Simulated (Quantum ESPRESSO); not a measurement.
## Calculated data, AlAu₇ (simulated cell), AlGa₃Mo₄ (simulated cell), AlIn₂RhAu₄ (simulated cell), AlInAgIr₄Rh (simulated cell)

Computed with Quantum ESPRESSO 7.5. Calculation on a made-up metal alloy cell, not a measurement: no spin or spin-orbit, unrelaxed, 2900 K smearing, stress positive in tension, cell energy less fitted offsets; periodic Kohn-Sham density functional theory in plane waves with PseudoDojo standard norm-conserving scalar-relativistic pseudopotentials, each functional with its own files (v0.5 for PBE, v0.4.1 for LDA and PBEsol), eight atoms on drawn sites of a strained close-packed or body-centred lattice, each displaced and held fixed; the energy is the cell's free energy, ions and the entropy term -TS included, at the stated Fermi-Dirac width, less a fixed offset for each atom's element (shifted free energy); compositions with an open d shell lost a parallel starting moment in a cheaper test run, and other magnetic orders were not tried; an error bar is the largest change of its kind in a tighter rerun, never given below 0.002 eV, 0.02 GPa or 0.003 eV/angstrom, and covers cutoff and k-mesh only, not smearing or the files.

Common to all runs: functional pbe; fermi dirac smearing 0.25 eV; electrons removed 0.

Notes on all entries: lattice, volume and sites are drawn at random and may be unstable or far from any real phase; energies are for the whole cell, less offsets fitted to these runs, so they are not formation energies.

(1) AlAu₇ (simulated cell)

```
cell vectors (Å)
   0.0141    -0.0015    -4.2690
  -4.1588    -0.0706     0.0141
   2.2137     8.5417     2.1304
atoms (fractions of the cell vectors)
Au -0.01038  0.00725 -0.01396
Au  0.16885  0.59405  0.26429
Au  0.23786  0.22955  0.51248
Au  0.43261  0.84090  0.74872
Au  0.53170  0.53706  0.01618
Au  0.60776  0.10726  0.24719
Al  0.78470  0.74608  0.50858
Au  0.86079  0.38251  0.75785
```

- lattice type: face-centred cubic
- cutoff: 1034 eV
- run command: mpirun -np 4 pw.x -nk 4 -in in
- run processor: Intel Xeon, older, virtual cores
- k mesh: 6 x 6 x 3 shifted half a step off Gamma on each axis
- entropy term negative ts: -0.539 eV
- pressure: -4.4 GPa
- stress xx: 2.81 GPa
- stress yy: 5.25 GPa
- stress zz: 5.15 GPa
- stress yz: 0.6 GPa
- stress xz: 1.18 GPa
- stress xy: 1.39 GPa
- shifted free energy: 0.539 eV

Atoms:
| atoms element | atom site | atom energy offset (eV) |
| --- | --- | --- |
| Au | 1 | -4032.82 |
| Au | 2 | -4032.82 |
| Au | 3 | -4032.82 |
| Au | 4 | -4032.82 |
| Au | 5 | -4032.82 |
| Au | 6 | -4032.82 |
| Al | 7 | -63.26 |
| Au | 8 | -4032.82 |

Forces:
| site | x (eV/Å) | y (eV/Å) | z (eV/Å) |
| --- | --- | --- | --- |
| 1 | -0.235 | 0.824 | -0.698 |
| 2 | -0.254 | 0.347 | 0.38 |
| 3 | 0.237 | -0.328 | 0.394 |
| 4 | -0.854 | -0.559 | 1.221 |
| 5 | 0.722 | -0.426 | 0.264 |
| 6 | -0.343 | 0.789 | -0.413 |
| 7 | 0.041 | -0.115 | -0.014 |
| 8 | 0.686 | -0.531 | -1.134 |

Notes: heavy elements are run without spin-orbit coupling, which real alloys of them have; error bars: energy 0.007 eV, stress 0.12 GPa, force 0.0073 eV/Å, from a tighter rerun of this cell; 12 SCF iterations, 505 s of wall time on a shared machine.

(2) AlGa₃Mo₄ (simulated cell)

```
cell vectors (Å)
  -2.8800    -0.0167    -0.0135
   0.0068     5.0174    -4.8365
  -0.0512    -5.0522    -4.8730
atoms (fractions of the cell vectors)
Ga  0.00082 -0.00060  0.00279
Mo  0.01018  0.41576  0.08020
Mo -0.00212  0.50607  0.49303
Mo -0.01391  0.92046  0.58245
Ga  0.49695  0.17320  0.33113
Mo  0.51656  0.24889  0.74785
Ga  0.49456  0.66597  0.83607
Al  0.50828  0.75307  0.24763
```

* lattice type: hexagonal close-packed
* cutoff: 1143 eV
* run command: mpirun -np 4 pw.x -nk 4 -in in
* run processor: Intel Xeon, 2023 or later, virtual cores
* k mesh: 8 x 4 x 4 shifted half a step off Gamma on each axis
* entropy term negative ts: -1.509 eV
* pressure: -14.16 GPa
* stress xx: 14.39 GPa
* stress yy: 16.41 GPa
* stress zz: 11.68 GPa
* stress yz: 0.16 GPa
* stress xz: -0.07775 GPa
* stress xy: 0.08314 GPa
* shifted free energy: -0.255 eV

Atoms:
| atoms element | atom site | atom energy offset (eV) |
| --- | --- | --- |
| Ga | 1 | -2081.03 |
| Mo | 2 | -1911.95 |
| Mo | 3 | -1911.95 |
| Mo | 4 | -1911.95 |
| Ga | 5 | -2081.03 |
| Mo | 6 | -1911.95 |
| Ga | 7 | -2081.03 |
| Al | 8 | -63.26 |

Forces:
| site | x (eV/Å) | y (eV/Å) | z (eV/Å) |
| --- | --- | --- | --- |
| 1 | 0.001 | 0.85 | 0.018 |
| 2 | 0.001 | -0.476 | -0.346 |
| 3 | 0.053 | -0.211 | -0.134 |
| 4 | 0.049 | -0.497 | 0.378 |
| 5 | -0.024 | -0.116 | -0.764 |
| 6 | -0.08 | 0.745 | -0.014 |
| 7 | -0.042 | 0.165 | 0.882 |
| 8 | 0.042 | -0.459 | -0.019 |

Notes: a spin test at this wide smearing found no moment, but such smearing suppresses magnetism that the real alloy may have; error bars: energy 0.002 eV, stress 0.088 GPa, force 0.0054 eV/Å, from a tighter rerun of a related cell, whose elements or sites may differ; 18 SCF iterations, 272 s of wall time on a shared machine.

(3) AlIn₂RhAu₄ (simulated cell)

```
cell vectors (Å)
   4.5460    -2.5266    -0.0355
  -2.9941    -0.0031    -4.8698
   3.0863     5.1496    -0.0535
atoms (fractions of the cell vectors)
Au  0.02016  0.00933  0.00634
Au  0.00442  0.00846  0.50219
In  0.07566  0.49188  0.36931
Au  0.08498  0.50020  0.87526
Al  0.49762 -0.00035  0.25104
In  0.49794  0.00115  0.75742
Au  0.57952  0.50190  0.12466
Rh  0.58457  0.49952  0.63722
```

- lattice type: hexagonal close-packed
- cutoff: 1197 eV
- run command: mpirun -np 4 pw.x -nk 4 -in in
- run processor: Intel Xeon, 2023 or later, virtual cores
- k mesh: 5 x 5 x 4 shifted half a step off Gamma on each axis
- entropy term negative ts: -0.767 eV
- pressure: -5.09 GPa
- stress xx: 6.2 GPa
- stress yy: 3.58 GPa
- stress zz: 5.49 GPa
- stress yz: -1.18 GPa
- stress xz: 1.26 GPa
- stress xy: -1.18 GPa
- shifted free energy: -0.586 eV

Atoms:
| atoms element | atom site | atom energy offset (eV) |
| --- | --- | --- |
| Au | 1 | -4032.82 |
| Au | 2 | -4032.82 |
| In | 3 | -1808.02 |
| Au | 4 | -4032.82 |
| Al | 5 | -63.26 |
| In | 6 | -1808.02 |
| Au | 7 | -4032.82 |
| Rh | 8 | -3191.96 |

Forces:
| site | x (eV/Å) | y (eV/Å) | z (eV/Å) |
| --- | --- | --- | --- |
| 1 | -0.208 | 0.33 | 0.408 |
| 2 | 0.097 | -0.132 | 0.235 |
| 3 | 0.077 | 0.452 | 0.071 |
| 4 | -0.004 | -0.045 | -0.27 |
| 5 | -0.174 | 0.263 | -0.293 |
| 6 | 0.215 | -0.444 | -0.247 |
| 7 | 0.104 | 0.189 | -0.283 |
| 8 | -0.107 | -0.613 | 0.377 |

Notes: heavy elements are run without spin-orbit coupling, which real alloys of them have; a spin test at this wide smearing found no moment, but such smearing suppresses magnetism that the real alloy may have; error bars: energy 0.0058 eV, stress 0.13 GPa, force 0.013 eV/Å, from a tighter rerun of this cell; 12 SCF iterations, 244 s of wall time on a shared machine.

(4) AlInAgIr₄Rh (simulated cell)

```
cell vectors (Å)
  -0.0325     4.8789    -0.0121
   2.8237    -0.0302     4.7713
   2.8322    -0.0073    -4.7765
atoms (fractions of the cell vectors)
Ir  0.00893 -0.00897 -0.01016
Ir -0.00990  0.48079  0.50497
In  0.31579  0.23427  0.74626
Al  0.34234  0.76631  0.27396
Ir  0.48019  0.25684  0.25478
Rh  0.48972  0.76855  0.75332
Ir  0.85821  0.02937  0.50990
Ag  0.85825  0.50310  0.00031
```

* lattice type: hexagonal close-packed
* cutoff: 1197 eV
* run command: pw.x -nk 1 -in in
* run processor: AMD EPYC, Zen 5, virtual cores
* k mesh: 5 x 5 x 5 shifted half a step off Gamma on each axis
* entropy term negative ts: -1.5 eV
* pressure: -7.19 GPa
* stress xx: 3.32 GPa
* stress yy: 5.62 GPa
* stress zz: 12.63 GPa
* stress yz: -1.33 GPa
* stress xz: -0.4 GPa
* stress xy: -1.58 GPa
* shifted free energy: 1.307 eV

Atoms:
| atoms element | atom site | atom energy offset (eV) |
| --- | --- | --- |
| Ir | 1 | -3133.86 |
| Ir | 2 | -3133.86 |
| In | 3 | -1808.02 |
| Al | 4 | -63.26 |
| Ir | 5 | -3133.86 |
| Rh | 6 | -3191.96 |
| Ir | 7 | -3133.86 |
| Ag | 8 | -4218.03 |

Forces:
| site | x (eV/Å) | y (eV/Å) | z (eV/Å) |
| --- | --- | --- | --- |
| 1 | 0.34 | -1.132 | -0.603 |
| 2 | 0.407 | -0.04 | 1.689 |
| 3 | 1.467 | 2.564 | 0.409 |
| 4 | -0.456 | 0.189 | -0.005 |
| 5 | 0.049 | 0.709 | -0.277 |
| 6 | -0.649 | 0.53 | -0.143 |
| 7 | -2.425 | -1.732 | -0.68 |
| 8 | 1.267 | -1.089 | -0.39 |

Notes: heavy elements are run without spin-orbit coupling, which real alloys of them have; a spin test at this wide smearing found no moment, but such smearing suppresses magnetism that the real alloy may have; error bars: energy 0.002 eV, stress 0.038 GPa, force 0.009 eV/Å, from a tighter rerun of a related cell, whose elements or sites may differ; 16 SCF iterations, 2160 s of wall time on a shared machine.

(5) AlInAgIr₄Rh (simulated cell)

```
cell vectors (Å)
  -0.0325     4.8789    -0.0121
   2.8237    -0.0302     4.7713
   2.8322    -0.0073    -4.7765
atoms (fractions of the cell vectors)
Ag  0.00893 -0.00897 -0.01016
Al -0.00990  0.48079  0.50497
Ir  0.31579  0.23427  0.74626
Ir  0.34234  0.76631  0.27396
Ir  0.48019  0.25684  0.25478
Ir  0.48972  0.76855  0.75332
Rh  0.85821  0.02937  0.50990
In  0.85825  0.50310  0.00031
```

* lattice type: hexagonal close-packed
* cutoff: 1197 eV
* run command: mpirun -np 4 pw.x -nk 4 -in in
* run processor: Intel Xeon, 2023 or later, virtual cores
* k mesh: 5 x 5 x 5 shifted half a step off Gamma on each axis
* entropy term negative ts: -1.604 eV
* pressure: -8.1 GPa
* stress xx: 6.07 GPa
* stress yy: 7.32 GPa
* stress zz: 10.91 GPa
* stress yz: -0.12 GPa
* stress xz: 1.62 GPa
* stress xy: -1.07 GPa
* shifted free energy: 1.092 eV

Atoms:
| atoms element | atom site | atom energy offset (eV) |
| --- | --- | --- |
| Ag | 1 | -4218.03 |
| Al | 2 | -63.26 |
| Ir | 3 | -3133.86 |
| Ir | 4 | -3133.86 |
| Ir | 5 | -3133.86 |
| Ir | 6 | -3133.86 |
| Rh | 7 | -3191.96 |
| In | 8 | -1808.02 |

Forces:
| site | x (eV/Å) | y (eV/Å) | z (eV/Å) |
| --- | --- | --- | --- |
| 1 | 0.226 | -0.906 | -0.298 |
| 2 | -0.035 | 0.382 | 0.642 |
| 3 | 0.436 | 2.853 | 0.742 |
| 4 | -0.189 | 0.74 | -0.258 |
| 5 | 0.452 | 0.36 | 0.01 |
| 6 | -0.824 | 0.173 | -0.33 |
| 7 | -0.972 | -1.872 | -0.103 |
| 8 | 0.907 | -1.73 | -0.405 |

Notes: heavy elements are run without spin-orbit coupling, which real alloys of them have; a spin test at this wide smearing found no moment, but such smearing suppresses magnetism that the real alloy may have; error bars: energy 0.002 eV, stress 0.038 GPa, force 0.009 eV/Å, from a tighter rerun of a related cell, whose elements or sites may differ; 14 SCF iterations, 221 s of wall time on a shared machine.

(6) AlInAgIr₄Rh (simulated cell)

```
cell vectors (Å)
  -0.0325     4.8789    -0.0121
   2.8237    -0.0302     4.7713
   2.8322    -0.0073    -4.7765
atoms (fractions of the cell vectors)
Ir  0.00893 -0.00897 -0.01016
Rh -0.00990  0.48079  0.50497
Ir  0.31579  0.23427  0.74626
Ir  0.34234  0.76631  0.27396
In  0.48019  0.25684  0.25478
Ag  0.48972  0.76855  0.75332
Al  0.85821  0.02937  0.50990
Ir  0.85825  0.50310  0.00031
```

- lattice type: hexagonal close-packed
- cutoff: 1197 eV
- run command: mpirun -np 4 pw.x -nk 4 -in in
- run processor: Intel Xeon, 2023 or later, virtual cores
- k mesh: 5 x 5 x 5 shifted half a step off Gamma on each axis
- entropy term negative ts: -1.707 eV
- pressure: -7.9 GPa
- stress xx: 6.12 GPa
- stress yy: 7.4 GPa
- stress zz: 10.17 GPa
- stress yz: 1.04 GPa
- stress xz: 0.82 GPa
- stress xy: 0.08195 GPa
- shifted free energy: 0.941 eV

Atoms:
| atoms element | atom site | atom energy offset (eV) |
| --- | --- | --- |
| Ir | 1 | -3133.86 |
| Rh | 2 | -3191.96 |
| Ir | 3 | -3133.86 |
| Ir | 4 | -3133.86 |
| In | 5 | -1808.02 |
| Ag | 6 | -4218.03 |
| Al | 7 | -63.26 |
| Ir | 8 | -3133.86 |

Forces:
| site | x (eV/Å) | y (eV/Å) | z (eV/Å) |
| --- | --- | --- | --- |
| 1 | 0.24 | -0.979 | -0.229 |
| 2 | 0.309 | -0.266 | 0.531 |
| 3 | 0.987 | 0.596 | 0.309 |
| 4 | -1.001 | -0.209 | 0.608 |
| 5 | 0.255 | 0.71 | 0.425 |
| 6 | -0.571 | 0.822 | -0.918 |
| 7 | -0.706 | -0.292 | -0.542 |
| 8 | 0.488 | -0.381 | -0.184 |

Notes: heavy elements are run without spin-orbit coupling, which real alloys of them have; a spin test at this wide smearing found no moment, but such smearing suppresses magnetism that the real alloy may have; error bars: energy 0.002 eV, stress 0.038 GPa, force 0.009 eV/Å, from a tighter rerun of this cell; 15 SCF iterations, 232 s of wall time on a shared machine.

(7) AlInAgIr₄Rh (simulated cell)

```
cell vectors (Å)
  -0.0325     4.8789    -0.0121
   2.8237    -0.0302     4.7713
   2.8322    -0.0073    -4.7765
atoms (fractions of the cell vectors)
In  0.00893 -0.00897 -0.01016
Al -0.00990  0.48079  0.50497
Ir  0.31579  0.23427  0.74626
Ir  0.34234  0.76631  0.27396
Rh  0.48019  0.25684  0.25478
Ir  0.48972  0.76855  0.75332
Ir  0.85821  0.02937  0.50990
Ag  0.85825  0.50310  0.00031
```

* lattice type: hexagonal close-packed
* cutoff: 1197 eV
* run command: mpirun -np 4 pw.x -nk 4 -in in
* run processor: Intel Xeon, 2023 or later, virtual cores
* k mesh: 5 x 5 x 5 shifted half a step off Gamma on each axis
* entropy term negative ts: -1.549 eV
* pressure: -7.65 GPa
* stress xx: 2.19 GPa
* stress yy: 8.73 GPa
* stress zz: 12.03 GPa
* stress yz: 0.73 GPa
* stress xz: 0.26 GPa
* stress xy: -1.15 GPa
* shifted free energy: 1.128 eV

Atoms:
| atoms element | atom site | atom energy offset (eV) |
| --- | --- | --- |
| In | 1 | -1808.02 |
| Al | 2 | -63.26 |
| Ir | 3 | -3133.86 |
| Ir | 4 | -3133.86 |
| Rh | 5 | -3191.96 |
| Ir | 6 | -3133.86 |
| Ir | 7 | -3133.86 |
| Ag | 8 | -4218.03 |

Forces:
| site | x (eV/Å) | y (eV/Å) | z (eV/Å) |
| --- | --- | --- | --- |
| 1 | 0.469 | -1.029 | -0.415 |
| 2 | 0.156 | 0.153 | 0.484 |
| 3 | 0.525 | 2.81 | 0.843 |
| 4 | -0.225 | 0.788 | -0.249 |
| 5 | 0.598 | 0.338 | -0.037 |
| 6 | -1.057 | 0.239 | -0.317 |
| 7 | -1.271 | -1.837 | -0.055 |
| 8 | 0.806 | -1.463 | -0.255 |

Notes: heavy elements are run without spin-orbit coupling, which real alloys of them have; a spin test at this wide smearing found no moment, but such smearing suppresses magnetism that the real alloy may have; error bars: energy 0.002 eV, stress 0.038 GPa, force 0.009 eV/Å, from a tighter rerun of a related cell, whose elements or sites may differ; 14 SCF iterations, 238 s of wall time on a shared machine.

(8) AlInAgIr₄Rh (simulated cell)

```
cell vectors (Å)
  -0.0325     4.8789    -0.0121
   2.8237    -0.0302     4.7713
   2.8322    -0.0073    -4.7765
atoms (fractions of the cell vectors)
Al  0.00893 -0.00897 -0.01016
Ir -0.00990  0.48079  0.50497
Rh  0.31579  0.23427  0.74626
In  0.34234  0.76631  0.27396
Ir  0.48019  0.25684  0.25478
Ir  0.48972  0.76855  0.75332
Ag  0.85821  0.02937  0.50990
Ir  0.85825  0.50310  0.00031
```

- lattice type: hexagonal close-packed
- cutoff: 1197 eV
- run command: mpirun -np 4 pw.x -nk 4 -in in
- run processor: Intel Xeon, 2023 or later, virtual cores
- k mesh: 5 x 5 x 5 shifted half a step off Gamma on each axis
- stress xy: ?

Atoms:
| atoms element | atom site | atom energy offset (eV) |
| --- | --- | --- |
| Al | 1 | -63.26 |
| Ir | 2 | -3133.86 |
| Rh | 3 | -3191.96 |
| In | 4 | -1808.02 |
| Ir | 5 | -3133.86 |
| Ir | 6 | -3133.86 |
| Ag | 7 | -4218.03 |
| Ir | 8 | -3133.86 |

Notes: heavy elements are run without spin-orbit coupling, which real alloys of them have; a spin test at this wide smearing found no moment, but such smearing suppresses magnetism that the real alloy may have; error bars: energy 0.002 eV, stress 0.038 GPa, force 0.009 eV/Å, from a tighter rerun of a related cell, whose elements or sites may differ; 16 SCF iterations, 253 s of wall time on a shared machine.

**Q.** Give the missing stress xy for AlInAgIr₄Rh (simulated cell) (entry 8).
**A.** -1.46 GPa

Further results for AlInAgIr₄Rh (simulated cell) (entry 8):

* entropy term negative ts: -1.607 eV
* pressure: -8.28 GPa
* stress xx: 6.46 GPa
* stress yy: 8.15 GPa
* stress zz: 10.24 GPa
* stress yz: 0.3 GPa
* stress xz: -1.08 GPa
* shifted free energy: 1.072 eV

Forces:
| site | x (eV/Å) | y (eV/Å) | z (eV/Å) |
| --- | --- | --- | --- |
| 1 | 0.01 | -0.662 | 0.359 |
| 2 | 0.638 | 0.265 | 1.119 |
| 3 | 1.898 | 1.666 | 0.306 |
| 4 | -1.43 | 0.592 | -0.019 |
| 5 | 0.241 | 0.401 | 0.608 |
| 6 | -0.273 | 0.464 | -1.214 |
| 7 | -1.308 | -1.981 | -1.123 |
| 8 | 0.224 | -0.745 | -0.036 |
